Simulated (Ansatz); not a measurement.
## Fields on a plane of Mg2Ge (anti-fluorite)

```
CELL_PARAMETERS angstrom
      0.00000     3.21062     3.21062
      3.21062     0.00000     3.21062
      3.21062     3.21062     0.00000
ATOMIC_POSITIONS crystal
  Ge 0.00000 0.00000 0.00000
  Mg 0.25000 0.25000 0.25000
  Mg 0.75000 0.75000 0.75000
```

The slice is a {110} plane (indices of the conventional cell) through the point (0.750, 0.750, 0.750) (fractional), spanned by u = [100] and v = [1 -1 -1] in vectors of this cell: u (4.54 Å) and v (6.42 Å, at 90° to u). It covers one period; positions are fractions (u, v).

Atoms on it: Ge at (0.50, 0.75); Mg at (0.00, 0.50); Mg at (0.00, 0.00).

All values below come from PBE (plane waves to 420 eV, PAW, scalar-relativistic; Ansatz, a program for electronic structure). k mesh 9×9×9. Near the nuclei the fields are pseudised (PAW); where an atom keeps semicore shells as valence, they peak there. Mg2Ge was relaxed with its symmetry unable to fall.

| v \ u | 0.00 | 0.14 | 0.29 | 0.43 | 0.57 | 0.71 | 0.86 |
|---|---|---|---|---|---|---|---|
| 0.90 | 0.32 | 0.05 | 0.72 | 0.49 | 0.49 | 0.72 | 0.06 |
| 0.80 | 0.25 | 0.62 | 0.52 | x | x | 0.52 | 0.61 |
| 0.70 | 0.25 | 0.61 | 0.52 | x | x | 0.52 | 0.62 |
| 0.60 | 0.32 | 0.06 | 0.72 | 0.49 | 0.49 | 0.72 | 0.05 |
| 0.50 | x | 0.30 | 0.37 | 0.56 | 0.56 | 0.37 | 0.30 |
| 0.40 | 0.32 | 0.03 | 0.14 | 0.15 | 0.15 | 0.14 | 0.04 |
| 0.30 | 0.25 | 0.23 | 0.10 | 0.03 | 0.03 | 0.10 | 0.23 |
| 0.20 | 0.25 | 0.23 | 0.10 | 0.03 | 0.03 | 0.10 | 0.23 |
| 0.10 | 0.32 | 0.04 | 0.14 | 0.15 | 0.15 | 0.14 | 0.03 |
| 0.00 | x | 0.30 | 0.37 | 0.56 | 0.56 | 0.37 | 0.30 |

Values: electron localisation function (ELF). Points within 0.5 Å of a nucleus are blanked (x), as the pseudised field means little there.

```
|01355433345531|
|34554566654554|
|66545799975456|
|76546986896456|
|66446963696446|
|76546986896456|
|66545799975456|
|34554566654554|
|01355433345531|
|00366433346630|
|01576544456751|
|34777655567774|
|67776555556777|
|77666555556667|
|66665555555666|
|77666555556667|
|67776555556777|
|34777655567774|
|01576544456751|
|00366433346630|
```
Scale: ten equal steps from 0.001 (start of '0') to 0.052 (end of '9'), in the order '0123456789'. Values: density of the lowest conduction band (whole band as if filled, smooth part) in e/Å³. The map has 14 points along u (one character each, u = 0 at the left) and 20 along v (v = 0 in the bottom row). 

- Element round which the density of the highest valence band (whole band, smooth part) is largest on this plane: Ge
